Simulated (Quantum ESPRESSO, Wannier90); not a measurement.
## InP (zinc blende), plane waves to Wannier functions

Materials Project entry mp-20351; symmetrised, unrelaxed at this level. COD (Crystallography Open Database) has an entry of this formula and space group (matched by these alone). Level: PBEsol, spinors with spin-orbit coupling; pw.x of Quantum ESPRESSO at 56 Ry with PseudoDojo potentials, 8×8×8 k-points, Wannier90. Density: 10×10×10 mesh, Gaussian smearing 0.01 Ry.

On the energy scale of pw.x, whose zero is arbitrary, the valence-band maximum lies at 6.80 eV.

Input w.win:

```
num_bands = 30
num_wann = 16
exclude_bands = 1-10
spinors = true
num_iter = 1000
conv_tol = 1.0e-6
conv_window = 4
dis_num_iter = 1000
dis_conv_tol = 1.0e-6
dis_froz_max = 8.76
trial_step = 10.0
write_hr = true
write_u_matrices = true
begin projections
f=-0.00732,-0.00830,0.00321: s;p
f=-0.24621,-0.26379,-0.24097: s;p
end projections
begin unit_cell_cart
ang
    0.0000000000    2.9519750000    2.9519750000
    2.9519750000    0.0000000000    2.9519750000
    2.9519750000    2.9519750000    0.0000000000
end unit_cell_cart
begin atoms_frac
In   0.0000000000  0.0000000000  0.0000000000
P   -0.2500000000 -0.2500000000 -0.2500000000
end atoms_frac
mp_grid = 8 8 8
begin kpoints
0.0000000000 0.0000000000 0.0000000000
0.0000000000 0.0000000000 0.1250000000
0.0000000000 0.0000000000 0.2500000000
... (509 more lines: the 8x8x8 mesh through Gamma)
end kpoints
```

Input of pw2wannier90.x that gives the overlap and projection files (equivalent; here they were cut from one run over all bands):

```
&inputpp
  outdir = './out'
  prefix = 'pwscf'
  seedname = 'w'
  write_amn = .true.
  write_mmn = .true.
/
```

Output w.wout (banner and timings cut):

```
                                    ------
                                    SYSTEM
                                    ------

                              Lattice Vectors (Ang)
                    a_1     0.000000   2.951975   2.951975
                    a_2     2.951975   0.000000   2.951975
                    a_3     2.951975   2.951975   0.000000

                   Unit Cell Volume:      51.44794  (Ang^3)

                        Reciprocal-Space Vectors (Ang^-1)
                    b_1    -1.064234   1.064234   1.064234
                    b_2     1.064234  -1.064234   1.064234
                    b_3     1.064234   1.064234  -1.064234

 *----------------------------------------------------------------------------*
 |   Site       Fractional Coordinate          Cartesian Coordinate (Ang)     |
 +----------------------------------------------------------------------------+
 | in   1   0.00000   0.00000   0.00000   |    0.00000   0.00000   0.00000    |
 | p    1  -0.25000  -0.25000  -0.25000   |   -1.47599  -1.47599  -1.47599    |
 *----------------------------------------------------------------------------*
                                ------------
                                K-POINT GRID
                                ------------

             Grid size =  8 x  8 x  8      Total points =  512

 *---------------------------------- MAIN ------------------------------------*
 |  Number of Wannier Functions               :                16             |
 |  Number of Objective Wannier Functions     :                16             |
 |  Number of input Bloch states              :                30             |
 |  Output verbosity (1=low, 5=high)          :                 1             |
 |  Timing Level (1=low, 5=high)              :                 1             |
 |  Optimisation (0=memory, 3=speed)          :                 3             |
 |  Length Unit                               :               Ang             |
 |  Post-processing setup (write *.nnkp)      :                 F             |
 |  Using Gamma-only branch of algorithms     :                 F             |
 *----------------------------------------------------------------------------*
 *------------------------------- WANNIERISE ---------------------------------*
 |  Total number of iterations                :              1000             |
 |  Number of CG steps before reset           :                 5             |
 |  Trial step length for line search         :            10.000             |
 |  Convergence tolerence                     :         0.100E-05             |
 |  Convergence window                        :                 4             |
 |  Iterations between writing output         :                 1             |
 |  Iterations between backing up to disk     :               100             |
 |  Write r^2_nm to file                      :                 F             |
 |  Write xyz WF centres to file              :                 F             |
 |  Write on-site energies <0n|H|0n> to file  :                 F             |
 |  Use guiding centre to control phases      :                 F             |
 |  Use phases for initial projections        :                 F             |
 *----------------------------------------------------------------------------*
 *------------------------------- DISENTANGLE --------------------------------*
 |  Using band disentanglement                :                 T             |
 |  Total number of iterations                :              1000             |
 |  Mixing ratio                              :             0.500             |
 |  Convergence tolerence                     :         1.000E-06             |
 |  Convergence window                        :                 3             |
 *----------------------------------------------------------------------------*
 *-------------------------------- PLOTTING ----------------------------------*
 |  Plotting Hamiltonian in WF basis          :                 T             |
 *----------------------------------------------------------------------------*

 *---------------------------------- K-MESH ----------------------------------*
 +----------------------------------------------------------------------------+
 |                    Distance to Nearest-Neighbour Shells                    |
 |                    ------------------------------------                    |
 |          Shell             Distance (Ang^-1)          Multiplicity         |
 |          -----             -----------------          ------------         |
 |             1                   0.230413                      8            |
 |             2                   0.266059                      6            |
 |             3                   0.376264                     12            |
 |             4                   0.441208                     24            |
 |             5                   0.460827                      8            |
 |             6                   0.532117                      6            |
 |             7                   0.579861                     24            |
 |             8                   0.594925                     24            |
       ... (lines left out)
 +----------------------------------------------------------------------------+
 | The b-vectors are chosen automatically                                     |
 | The following shells are used:                       1                     |
 +----------------------------------------------------------------------------+
 |                        Shell   # Nearest-Neighbours                        |
 |                        -----   --------------------                        |
 |                          1               8                                 |
 +----------------------------------------------------------------------------+
 | Completeness relation is fully satisfied [Eq. (B1), PRB 56, 12847 (1997)]  |
 +----------------------------------------------------------------------------+
 |                  b_k Vectors (Ang^-1) and Weights (Ang^2)                  |
 |                  ----------------------------------------                  |
 |            No.         b_k(x)      b_k(y)      b_k(z)        w_b           |
 |            ---        --------------------------------     --------        |
 |             1         0.133029    0.133029   -0.133029     7.063429        |
 |             2         0.133029   -0.133029    0.133029     7.063429        |
 |             3        -0.133029    0.133029    0.133029     7.063429        |
 |             4         0.133029    0.133029    0.133029     7.063429        |
 |             5        -0.133029   -0.133029    0.133029     7.063429        |
 |             6        -0.133029    0.133029   -0.133029     7.063429        |
 |             7         0.133029   -0.133029   -0.133029     7.063429        |
 |             8        -0.133029   -0.133029   -0.133029     7.063429        |
 +----------------------------------------------------------------------------+
 |                           b_k Directions (Ang^-1)                          |
 |                           -----------------------                          |
 |            No.           x           y           z                         |
 |            ---        --------------------------------                     |
 |             1         0.133029    0.133029   -0.133029                     |
 |             2         0.133029   -0.133029    0.133029                     |
 |             3        -0.133029    0.133029    0.133029                     |
 |             4         0.133029    0.133029    0.133029                     |
 +----------------------------------------------------------------------------+

 Starting a new Wannier90 calculation ...

 Reading overlaps from w.mmn

 Reading projections from w.amn

 *------------------------------- DISENTANGLE --------------------------------*
 +----------------------------------------------------------------------------+
 |                              Energy  Windows                               |
 |                              ---------------                               |
 |                   Outer:   -4.63277  to   24.60797  (eV)                   |
 |                   Inner:   -4.63277  to    8.76000  (eV)                   |
 +----------------------------------------------------------------------------+
   Number of target bands to extract:   16

                   Unitarised projection of Wannier functions
                   ------------------------------------------
   A_mn = <psi_m|g_n> --> S = A.A^+ --> U = S^-1/2.A
   In dis_project... done
   Using an inner window (linner = T)
   In dis_proj_froz... done

                   Extraction of optimally-connected subspace
                   ------------------------------------------
 +---------------------------------------------------------------------+<-- DIS
 |  Iter     Omega_I(i-1)      Omega_I(i)      Delta (frac.)           |<-- DIS
 +---------------------------------------------------------------------+<-- DIS
       1      35.13294308      30.82928842       1.396E-01    <-- DIS
       2      32.16027037      29.46312241       9.154E-02    <-- DIS
       3      30.54438271      28.48345085       7.236E-02    <-- DIS
       4      29.28849640      27.71746269       5.668E-02    <-- DIS
       5      28.31377692      27.10128753       4.474E-02    <-- DIS
       6      27.54705804      26.59637315       3.574E-02    <-- DIS
       ... (lines left out)
      88      23.41656509      23.41654214       9.801E-07    <-- DIS
      89      23.41627094      23.41625383       7.307E-07    <-- DIS
      90      23.41599397      23.41598212       5.058E-07    <-- DIS

             <<<      Delta < 1.000E-06  over  3 iterations     >>>
             <<< Disentanglement convergence criteria satisfied >>>

        Final Omega_I    23.41598212 (Ang^2)

 +----------------------------------------------------------------------------+

 Writing checkpoint file w.chk... done

 *------------------------------- WANNIERISE ---------------------------------*
 +--------------------------------------------------------------------+<-- CONV
 | Iter  Delta Spread     RMS Gradient      Spread (Ang^2)            |<-- CONV
 +--------------------------------------------------------------------+<-- CONV

 ------------------------------------------------------------------------------
 Initial State
  WF centre and spread    1  ( -0.013055, -0.016471, -0.042029 )     2.29106584
  WF centre and spread    2  ( -0.013055, -0.016471, -0.042029 )     2.29106609
  WF centre and spread    3  ( -0.000151,  0.000841,  0.046152 )     3.06655263
  WF centre and spread    4  ( -0.000151,  0.000842,  0.046152 )     3.06655305
  WF centre and spread    5  (  0.015699,  0.000890, -0.000866 )     3.06831786
  WF centre and spread    6  (  0.015699,  0.000890, -0.000866 )     3.06831820
  WF centre and spread    7  ( -0.000398,  0.008468, -0.000982 )     3.06703945
  WF centre and spread    8  ( -0.000398,  0.008468, -0.000983 )     3.06704080
  WF centre and spread    9  ( -1.489521, -1.440105, -1.504669 )     1.53661120
  WF centre and spread   10  ( -1.489521, -1.440105, -1.504669 )     1.53661119
  WF centre and spread   11  ( -1.478509, -1.469862, -1.453458 )     1.71797546
  WF centre and spread   12  ( -1.478509, -1.469862, -1.453458 )     1.71797563
  WF centre and spread   13  ( -1.465563, -1.469873, -1.480794 )     1.71902448
  WF centre and spread   14  ( -1.465563, -1.469873, -1.480794 )     1.71902452
  WF centre and spread   15  ( -1.478569, -1.504578, -1.480828 )     1.71840226
  WF centre and spread   16  ( -1.478569, -1.504578, -1.480828 )     1.71840261
  Sum of centres and spreads (-11.820132,-11.781379,-11.834948 )    36.36998127

      0     0.364E+02     0.0000000000       36.3699812703  <-- CONV
        O_D=      0.0675703 O_OD=     12.8864288 O_TOT=     36.3699813 <-- SPRD
 ------------------------------------------------------------------------------
      1    -0.198E+00     0.2397921964       36.1715738296  <-- CONV
        O_D=      0.0736514 O_OD=     12.6819403 O_TOT=     36.1715738 <-- SPRD
      2    -0.304E+00     0.2934606111       35.8671882940  <-- CONV
        O_D=      0.0824991 O_OD=     12.3687071 O_TOT=     35.8671883 <-- SPRD
      3    -0.158E+00     0.3190846648       35.7090432430  <-- CONV
        O_D=      0.0803300 O_OD=     12.2127312 O_TOT=     35.7090432 <-- SPRD
      4    -0.739E-01     0.2044154855       35.6351054289  <-- CONV
        O_D=      0.0789849 O_OD=     12.1401384 O_TOT=     35.6351054 <-- SPRD
      5    -0.378E-01     0.1470183314       35.5973466413  <-- CONV
        O_D=      0.0769665 O_OD=     12.1043980 O_TOT=     35.5973466 <-- SPRD
       ... (lines left out)
    100    -0.582E-01     0.1574656775       28.4269065577  <-- CONV
        O_D=      0.0627343 O_OD=      4.9481901 O_TOT=     28.4269066 <-- SPRD
       ... (lines left out)
    200    -0.708E-03     0.0187497980       27.0705425061  <-- CONV
        O_D=      0.0567101 O_OD=      3.5978503 O_TOT=     27.0705425 <-- SPRD
       ... (lines left out)
    300    -0.212E-05     0.0009036544       27.0595765347  <-- CONV
        O_D=      0.0566111 O_OD=      3.5869833 O_TOT=     27.0595765 <-- SPRD
       ... (lines left out)
    320    -0.866E-06     0.0006645992       27.0595485968  <-- CONV
        O_D=      0.0566108 O_OD=      3.5869556 O_TOT=     27.0595486 <-- SPRD
    321    -0.743E-06     0.0005998570       27.0595478539  <-- CONV
        O_D=      0.0566107 O_OD=      3.5869550 O_TOT=     27.0595479 <-- SPRD
    322    -0.608E-06     0.0005455902       27.0595472456  <-- CONV
        O_D=      0.0566107 O_OD=      3.5869545 O_TOT=     27.0595472 <-- SPRD
             <<<     Delta < 1.000E-06  over  4 iterations     >>>
             <<< Wannierisation convergence criteria satisfied >>>
 Final State
  WF centre and spread    1  ( -0.491097,  0.490698, -0.491707 )     2.05263846
  WF centre and spread    2  ( -0.491097,  0.490699, -0.491707 )     2.05263939
  WF centre and spread    3  ( -0.490363, -0.490210,  0.489219 )     2.05330225
  WF centre and spread    4  ( -0.490363, -0.490210,  0.489219 )     2.05330260
  WF centre and spread    5  (  0.489851, -0.490287, -0.491060 )     2.05322830
  WF centre and spread    6  (  0.489850, -0.490287, -0.491059 )     2.05322900
  WF centre and spread    7  (  0.490230,  0.490387,  0.489647 )     2.05299660
  WF centre and spread    8  (  0.490230,  0.490387,  0.489647 )     2.05299703
  WF centre and spread    9  ( -1.119089, -1.113643, -1.837384 )     1.32910240
  WF centre and spread   10  ( -1.119089, -1.113643, -1.837384 )     1.32910261
  WF centre and spread   11  ( -1.836242, -1.114120, -1.118833 )     1.32934610
  WF centre and spread   12  ( -1.836242, -1.114120, -1.118833 )     1.32934616
  WF centre and spread   13  ( -1.116133, -1.832853, -1.118481 )     1.32990984
  WF centre and spread   14  ( -1.116133, -1.832853, -1.118481 )     1.32990987
  WF centre and spread   15  ( -1.836457, -1.832373, -1.837323 )     1.32924828
  WF centre and spread   16  ( -1.836457, -1.832373, -1.837323 )     1.32924835
  Sum of centres and spreads (-11.818599,-11.784804,-11.831843 )    27.05954725

         Spreads (Ang^2)       Omega I      =    23.415982125
        ================       Omega D      =     0.056610668
                               Omega OD     =     3.586954452
    Final Spread (Ang^2)       Omega Total  =    27.059547246
```
